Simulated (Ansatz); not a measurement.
ZnSe (zinc blende)

```
ZnSe
1.0
    0.00000     2.86650     2.86650
    2.86650     0.00000     2.86650
    2.86650     2.86650     0.00000
Se Zn
1 1
Direct
  0.75000   0.75000   0.75000
  0.00000   0.00000   0.00000
```

The relaxed cell is deformed in two ways at once: its volume V is scaled, and at that volume it is stretched along z (the c axis of the conventional cell) so that c/a changes. Fractional atomic positions are held.

These are PBE (plane waves to 420 eV, PAW, scalar-relativistic; Ansatz, a first-principles code) values and carry that method's errors. k mesh 10×10×10 (Γ-centred), Fermi-Dirac smearing 0.05 eV. Stress and pressure are positive under compression. ZnSe was relaxed with its symmetry unable to fall. 

Problem. Give the computed P (GPa) at all points of the grid V/V₀ = 0.960, 0.973, 0.987, 1.000, 1.013, 1.027, 1.040 by (c/a)/(c/a)₀ = 0.960, 0.973, 0.987, 1.000, 1.013, 1.027, 1.040.

Solution. P (GPa), with V/V₀ across and (c/a)/(c/a)₀ down:

| (c/a)/(c/a)₀ \ V/V₀ | 0.960 | 0.973 | 0.987 | 1.000 | 1.013 | 1.027 | 1.040 |
|---|---|---|---|---|---|---|---|
| 0.960 | 2.50 | 1.59 | 0.75 | -0.03 | -0.76 | -1.44 | -2.06 |
| 0.973 | 2.52 | 1.61 | 0.76 | -0.02 | -0.74 | -1.42 | -2.05 |
| 0.987 | 2.53 | 1.62 | 0.78 | -0.01 | -0.74 | -1.41 | -2.04 |
| 1.000 | 2.53 | 1.62 | 0.78 | -0.01 | -0.73 | -1.41 | -2.04 |
| 1.013 | 2.53 | 1.62 | 0.78 | -0.01 | -0.74 | -1.41 | -2.04 |
| 1.027 | 2.52 | 1.61 | 0.77 | -0.02 | -0.74 | -1.42 | -2.05 |
| 1.040 | 2.50 | 1.59 | 0.75 | -0.03 | -0.76 | -1.43 | -2.06 |

(Under strain, the slope of the energy per volume gives the stress and its curvature an elastic modulus.)
